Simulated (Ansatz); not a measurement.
LaOF (space group R-3m)

```
LaOF
1.0
    3.97680     2.29601    13.21818
   -1.98840     1.14800     6.60909
    0.00000    -2.29601     6.60909
La O F
4 4 4
Direct
  0.37117   0.74234   0.74234
  0.87117   0.74234   0.74234
  0.12883   0.25766   0.25766
  0.62883   0.25766   0.25766
  0.31138   0.62276   0.62276
  0.81138   0.62276   0.62276
  0.18862   0.37724   0.37724
  0.68862   0.37724   0.37724
  0.43536   0.87072   0.87072
  0.93536   0.87072   0.87072
  0.06464   0.12928   0.12928
  0.56464   0.12928   0.12928
```

A phonon eigenvector at L = (0.5, 0.0, 0.0) is frozen into this cell: atom i moves by Q times the vector below, so Q is the largest atomic displacement, in Å. The cell is held. (q is in reciprocal vectors of the primitive cell; the cell shown is doubled to hold the pattern.)

| atom | x | y | z |
|---|---|---|---|
| La1 | 0.106 | 0.061 | 0.992 |
| La2 | -0.106 | -0.061 | -0.992 |
| La3 | 0.106 | 0.061 | 0.992 |
| La4 | -0.106 | -0.061 | -0.992 |
| O5 | 0.101 | 0.059 | 0.583 |
| O6 | -0.101 | -0.059 | -0.583 |
| O7 | 0.101 | 0.059 | 0.583 |
| O8 | -0.101 | -0.059 | -0.583 |
| F9 | -0.209 | -0.121 | -0.030 |
| F10 | 0.209 | 0.121 | 0.030 |
| F11 | -0.209 | -0.121 | -0.030 |
| F12 | 0.209 | 0.121 | 0.030 |

All values below come from LDA (plane waves to 420 eV, PAW, scalar-relativistic; Ansatz, a program for electronic structure). k mesh 5×10×10 (Γ-centred), Fermi-Dirac smearing 0.05 eV. E stands for the smeared free energy. LaOF is run without spin polarisation. LaOF was relaxed with its symmetry unable to fall. ΔE is measured from the undisplaced structure.

The scan covers Q from -0.280 to 0.280 Å in 13 points.

Task: Which space group does the distorted structure have?

Result: C2/m (No. 12), lowered from R-3m.

Task: Is this a single well or a double well?

Result: A single well with its minimum at or next to zero displacement.

Task: What is the energy change at Q = 0.280 Å?

Result: 1710 meV/cell.

Task: What harmonic wavenumber does the curvature at Q = 0 give?

Result: 141 cm⁻¹.

(A displaced cell: forces are minus the slopes of the energy, force constants its curvatures, and phonons follow from these.)
